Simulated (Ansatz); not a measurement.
TiZn₃, a database entry at a rescaled volume

```
Zn Ti
1.0
     3.90251    0.00000    0.00000
     0.00000    3.90251    0.00000
     0.00000    0.00000    3.90251
Zn Ti
3 1
Direct
  0.00000 0.50000 0.50000
  0.50000 0.00000 0.50000
  0.50000 0.50000 0.00000
  0.00000 0.00000 0.00000
```

The numbers come from plane-wave PAW DFT (Ansatz): r2SCAN0, collinear spin, 500 eV, 5×5×5 Γ-centred k points, fermi-dirac occupations (width 0.1 eV). Nothing was relaxed.

Magnetic state (reached from a saved solution, and it need not be the lowest): Ti4 up.

**Forces.** The forces vanish by the symmetry of the sites.
**Stress.** The pressure is 0.2 GPa (compression positive), so with the atoms held at these fractions the cell is close to zero pressure.
**Electronic structure.** It is a metal, with about 1 states/eV a cell as the mean within 0.25 eV of the Fermi level.
**Contacts.** Zn–Zn at 2.76 Å: least valence density 0.21 e/Å³ and ELF 0.32 there. Zn–Ti at 2.76 Å: least valence density 0.21 e/Å³ and ELF 0.22 there. Both are smooth PAW fields, read partly inside the augmentation spheres.
**Charges.** Bader charges in e: Ti +1.22, Zn -0.41. In the mean Ti gives up most and Zn takes most.
**Moments.** Ti4 +1.01 μB of spin moment in Bader basins; net size 1.38 μB a cell.

Origin: a database entry at a rescaled volume. Caveats: the k mesh is coarse if the cell is a metal; the exchange threshold is loose for a stress; the SCF threshold is loose for a stress.
